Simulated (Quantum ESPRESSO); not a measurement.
# Strain and stress in Ge3AlSi3P

The results below are calculated, not measured. They come from pw.x of Quantum ESPRESSO 7.5, a plane-wave density functional program, with PseudoDojo standard norm-conserving files (v0.5 for PBE, v0.4.1 for LDA and PBEsol). The cells are made up: elements, strain and atom displacements were drawn at random, and nothing was relaxed. There is no spin polarisation, spin-orbit coupling or dispersion term.

The cell has 8 sites of a zincblende or diamond lattice. Sites 1 to 4 hold Ge Al Si Ge; sites 5 to 8 hold Si Ge Si P. Cell vectors in Å: (5.432, -0.048, 0.015); (-0.048, 5.450, -0.044); (0.015, -0.044, 5.407). Settings: PBE, cutoff 1061 eV, 6 x 6 x 6 k mesh shifted by half a step, Fermi-Dirac smearing of 0.1 eV.

Each run adds a strain along z to one cell, with the atoms carried along; the vectors above are those of run 4. Stress is positive in tension and P is minus a third of its trace. E is the free energy for each atom above the lowest run shown.

| run | strain (%) | s_xx (GPa) | s_yy (GPa) | s_zz (GPa) | s_xy (GPa) | P (GPa) | E (meV/atom) |
| --- | --- | --- | --- | --- | --- | --- | --- |
| 1 | -1.68 | -10.71 | -10.96 | -12.77 | -0.06 | 11.48 | 47.06 |
| 3 | -0.53 | -9.61 | -9.87 | -11.00 | -0.08 | 10.16 | 29.96 |
| 4 | 0.10 | -9.05 | -9.31 | -10.04 | -0.09 | 9.47 | 21.68 |
| 5 | 0.38 | -8.80 | -9.07 | -9.62 | -0.10 | 9.16 | 18.26 |
| 6 | 1.38 | -7.97 | -8.24 | -8.12 | -0.11 | 8.11 | 7.18 |
| 7 | 2.14 | -7.37 | -7.64 | -7.00 | -0.12 | 7.34 | 0.00 |
| 2 | -1.41 | ? | ? | ? | ? | ? | ? |

A rerun of one of these cells at 1347 eV and k mesh 8 x 8 x 8 moved values by no more than 0.002 eV in the cell's energy, 0.04 GPa in stress and 0.004 eV/Å in force.

## Worked fit

A parabola through the six runs shown gives s_zz = -10.19 + 1.52 e - 0.011 e² GPa, with e in per cent and a scatter of 0.01 GPa. The slope is a stiffness of 152 ± 1 GPa for each unit of this strain at e = 0. The atoms are clamped, and relaxing them would in general lower it. The error is the larger of the fit's own and the change that a cubic makes, rounded up.

## Withheld run

Question: what s_zz should run 2 give?

The fit gives -12.36 GPa. The calculation gave -12.35 GPa.

```
run  strain (%)  s_xx (GPa)  s_yy (GPa)  s_zz (GPa)  s_xy (GPa)  P (GPa)  E (meV/atom)
  2       -1.41      -10.45      -10.70      -12.35       -0.06    11.17         42.83
```